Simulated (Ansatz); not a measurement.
Pd (fcc (Cu type), space group No. 225) at seven volumes, the program Ansatz at the PBEsol level (PAW), scaled uniformly. One row is withheld.

```
V (Å³/atom)  P (GPa)
-----------  -------
13.237         24.90
13.674         14.98
14.110          6.77
14.547          0.00
14.983         -5.58
15.419        -10.17
15.856             ?
```

Problem. Fit the shown pressures and predict the withheld one.

Solution. P = (3/2)B₀(x^(7/2) − x^(5/2))[1 + (3/4)(B′ − 4)(x − 1)] with x = (V₀/V)^(2/3). Least squares on the six rows gives V₀ = 14.547 Å³/atom, B₀ = 205 GPa, B′ = 5.40. At V = 15.856, x = 0.9442 and P = -14.00 GPa. The run itself gave -13.93 GPa.

Space group Fm-3m (fcc (Cu type)). The cell was relaxed with PBEsol under the symmetry of its start. No spin polarisation was allowed.

Potentials: the later of the program's two PAW sets.
